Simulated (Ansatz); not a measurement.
Sr (P6_3/mmc), two-dimensional strain map

Theory: Ansatz, DFT r2SCAN, scalar-relativistic, plane waves, PAW. Cutoff 500 eV, Γ-centred 12×12×8 k-points, Gaussian smearing of 0.15 eV. No spin polarisation. Energies are free energies at this smearing, counted from the undisturbed cell; pressure is positive in compression.

Reference structure (as given, not relaxed at this level; it stands at 0.1 GPa; this form isn't the usual structure):

```
Sr
1.0
     4.31000    0.00000    0.00000
    -2.15500    3.73257    0.00000
     0.00000    0.00000    7.05000
Sr
2
Direct
  0.33333 0.66667 0.25000
  0.66667 0.33333 0.75000
```

The cell is strained by p along both x and y and by q along z, fractional coordinates fixed. Points are written (p, q).

Energy above the undisturbed cell in meV/atom (a dash: not computed):

| p \ q | -0.030 | -0.015 | 0.000 | 0.015 | 0.030 |
| --- | --- | --- | --- | --- | --- |
| -0.030 | 21.6 | 15.0 | 11.0 | 9.6 | 10.6 |
| -0.015 | 11.7 | 6.1 | 2.9 | 2.1 | 3.7 |
| 0.000 | 6.9 | 2.3 | 0.0 | 0.0 | 2.2 |
| 0.015 | 6.9 | 3.4 | 1.9 | 2.7 | 5.6 |
| 0.030 | 11.2 | 8.7 | 8.3 | 9.8 | 13.4 |

Pressure in GPa:

| p \ q | -0.030 | -0.015 | 0.000 | 0.015 | 0.030 |
| --- | --- | --- | --- | --- | --- |
| -0.030 | 1.4 | 1.1 | 0.9 | 0.7 | 0.5 |
| -0.015 | 0.9 | 0.7 | 0.5 | 0.3 | 0.1 |
| 0.000 | 0.5 | 0.3 | 0.1 | -0.1 | -0.3 |
| 0.015 | 0.1 | -0.1 | -0.2 | -0.4 | -0.6 |
| 0.030 | -0.2 | -0.4 | -0.5 | -0.7 | -0.9 |